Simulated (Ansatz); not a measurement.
HfW2 (cubic Laves (MgCu2 type), Fd-3m), DFT-LDA in the program Ansatz with PAW potentials, all energies at zero smearing, with the estimated change up to a 700 eV cutoff added, with one set of potentials and settings (totals compare only within such a set). Cell of 6 atoms (2 Hf, 4 W): -71474.020 eV.

| element | reference phase | E (eV/atom) |
|---|---|---|
| Hf | P6_3/mmc, 2 atoms in the cell | -15476.8591 |
| W | Im-3m, 1 atoms in the cell | -10129.8416 |

Formation energy per atom, worked out: (-71474.020 − 2×(-15476.8591) − 4×(-10129.8416))/6 = -0.156 eV/atom (-15 kJ per mol of atoms), at 0 K, without zero-point energy or fitted corrections.

The workflow started from a Materials Project entry (that database holds measured and hypothetical structures alike); the Crystallography Open Database files this formula in space group No. 227, but the cells were not matched. Its standing as an ambient phase is unchecked. Symmetry was held in the LDA relaxation; its stability against distortions is not shown here. No spin polarisation was allowed. The references are the lowest solids computed at this level, not always the standard phases. Spin–orbit coupling is left out wherever it is not named.

Potentials: the later of the program's two PAW sets.
